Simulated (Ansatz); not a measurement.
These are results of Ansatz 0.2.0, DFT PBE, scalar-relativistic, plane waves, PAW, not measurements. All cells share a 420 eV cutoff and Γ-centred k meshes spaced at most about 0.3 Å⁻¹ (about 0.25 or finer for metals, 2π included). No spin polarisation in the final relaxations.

All energies are static (0 K, no zero-point motion). All come from trial cells, and lower structures may exist.

**Question.** Which of these relaxed structures of ZnGeO₂ is the lowest in energy?
A.

```xyz
4
Lattice="3.4319 0.0000 0.0000 0.0000 3.4319 0.0000 0.0000 0.0000 4.8970" Properties=species:S:1:pos:R:3 pbc="T T T"
Zn    1.7159    1.7159    2.4485
Ge    0.0000    0.0000    0.0000
O     0.0000    1.7159    1.3800
O     1.7159    0.0000    3.5170
```

B.

```xyz
4
Lattice="2.4305 1.4032 2.6150 -2.4305 1.4032 2.6150 0.0000 -2.8065 2.6150" Properties=species:S:1:pos:R:3 pbc="T T T"
Zn    0.0000    0.0000    0.0000
Ge    0.0000    0.0000    3.9225
O     0.0000    0.0000    6.0237
O     0.0000    0.0000    1.8213
```

C.

```xyz
4
Lattice="5.0436 0.0000 0.0000 -2.5218 4.3679 0.0000 0.0000 0.0000 7.2645" Properties=species:S:1:pos:R:3 pbc="T T T"
Zn    0.0000    0.0000    3.6323
Ge    0.0000    0.0000    0.0000
O     0.0000    0.0000    1.8584
O     0.0000    0.0000    5.4061
```

D.

```xyz
4
Lattice="2.9870 0.0000 0.0000 0.0000 2.9870 0.0000 0.0000 0.0000 7.6698" Properties=species:S:1:pos:R:3 pbc="T T T"
Zn    1.4935    1.4935    0.0000
Ge    1.4935    1.4935    3.8349
O     0.0000    0.0000    0.0000
O     0.0000    0.0000    3.8349
```

**Answer.** A. It has Zn and Ge ordered on zinc blende sites, space group P-4m2 (No. 115); the next, D, with space group P4/mmm (No. 123), lies 0.32 eV/atom higher. Counting O atoms around Ge and Zn (those within 1.25 times the shortest such distance or 1.15 times the sum of covalent radii, 1.27 where that leaves under three; the shortest distance is added where it exceeds 1.18 times the sum of covalent radii), the lowest has Zn 4, Ge 4 from 2.2 Å and the next has Zn 4, Ge 4.

Weakly bound directions are ill-defined at this level, which has no dispersion term (P4/mmm, R-3m, P6/mmm), and this can change margins and order among such cells. Cells relaxed within their symmetry can be saddle points. Some types were kept out of the candidates beforehand, so the set may lack a known form.
